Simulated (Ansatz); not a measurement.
MoIr:
```yaml
crystal:
  lattice:
    - [4.38855, 0.00000, 0.00000]
    - [0.00000, 2.73080, 0.00000]
    - [0.00000, 0.00000, 4.76983]
  atoms:
    - { symbol: Mo, position: [0.25000, 0.00000, 0.82959] }
    - { symbol: Mo, position: [0.75000, 0.00000, 0.17041] }
    - { symbol: Ir, position: [0.25000, 0.50000, 0.32551] }
    - { symbol: Ir, position: [0.75000, 0.50000, 0.67449] }
```

Relaxed with LDA. Special points in fractions of this cell's reciprocal vectors: Γ (0.000, 0.000, 0.000); X (0.500, 0.000, 0.000); S (0.500, 0.500, 0.000); Y (0.000, 0.500, 0.000); Z (0.000, 0.000, 0.500); U (0.500, 0.000, 0.500); R (0.500, 0.500, 0.500); T (0.000, 0.500, 0.500).

Task: List the band energies nearest the Fermi level at these points for the program Ansatz at the LDA level (PAW).

Result: In eV from the Fermi level; about four levels below and three above (degenerate sets whole), none deeper than 8.9 eV; points with the same levels are listed once.

```
k                    below                above
-  -----------------------  -------------------
Γ  -1.21 -1.12 -0.87 -0.31       1.06 2.33 2.82
X  -2.05 -2.05 -0.92 -0.92  0.63 0.63 1.68 1.68
S  -1.39 -1.39 -0.01 -0.01  2.08 2.08 3.69 3.69
Y  -1.33 -1.16 -0.94 -0.14       1.35 1.94 2.05
Z  -0.91 -0.86 -0.81 -0.62       0.77 1.27 1.65
U  -1.72 -1.72 -0.94 -0.94  1.33 1.33 1.71 1.71
R  -4.54 -4.54 -1.15 -1.15  0.28 0.28 0.61 0.61
T  -1.53 -1.29 -1.08 -0.49       1.95 2.31 2.39
```

Space group Pmma. The workflow started from a Materials Project entry (that database holds measured and hypothetical structures alike); the Crystallography Open Database files this formula in space group No. 51, but the cells were not matched. Its standing as an ambient phase is unchecked. Symmetry was held in the LDA relaxation; of distortions, only those at the zone centre were tested. The run is not spin-polarised. Scalar-relativistic: spin–orbit coupling is off unless named, which matters more the heavier the elements.

Potentials: the later of the program's two PAW sets.
